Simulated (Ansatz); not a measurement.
Trial structure of TePb4Se3, not yet relaxed:

```
CELL_PARAMETERS angstrom
4.41434 0.00000 0.00000
0.00000 4.41434 0.00000
0.00000 0.00000 12.48565
ATOMIC_POSITIONS crystal
Te 0.50000 0.50000 0.50000
Pb 0.00000 0.00000 0.00000
Pb 0.50000 0.50000 0.25000
Pb 0.00000 0.00000 0.50000
Pb 0.50000 0.50000 0.75000
Se 0.00000 0.00000 0.25000
Se 0.00000 0.00000 0.75000
Se 0.50000 0.50000 0.00000
```

Computed with DFT PBE, scalar-relativistic, plane waves, PAW (Ansatz). Plane waves to 420 eV, a k mesh through Γ of 4×4×2 on the computed 8-atom cell and Gaussian smearing (0.10 eV); no spin polarisation.

Energies over the elements count from the elements' standard structures at the same level, with no fitted energy shifts.

Question: Estimate its pressure, forces and energy as it stands.

Answer: The pressure is 1.7 GPa (the mean over three directions, positive in compression), the largest force is 0.45 eV/Å, and the energy is −0.49 eV/atom against the elements. The shortest distance is 3.12 Å.

Question: How much does it gain on relaxing, and where does it end?

Answer: Relaxing gains under 0.03 eV/atom in 8 ionic steps and ends at −0.506 eV/atom on the finer mesh. The symmetry stays P4/mmm (No. 123). The volume per atom grows by 3.5 %, from 30.4 to 31.5 Å³. The shortest distance goes from 3.12 Å (Pb–Se and Te–Pb) to 3.06 Å (Pb–Se). Conventional cell: a = 4.469 Å, c = 12.610 Å. Around Te lie 6 Pb at 3.16–3.25 Å; around Pb on a site of symmetry 4/mmm lie 6 Se at 3.12–3.16 Å; Se on a site of symmetry 4mm is surrounded by 6 Pb at 3.12–3.18 Å; 3 more sites not described.

The last run used an 8×8×4 mesh (in the run's order of axes) for its 8-atom cell and Gaussian smearing of 0.01 eV. These runs have no spin–orbit coupling, which can matter for Pb and Te. The reference forms of Se and Te are held partly by dispersion forces, which this level lacks. The relaxation can't lower the symmetry of the start. A structure relaxed within its symmetry needn't be a true minimum.
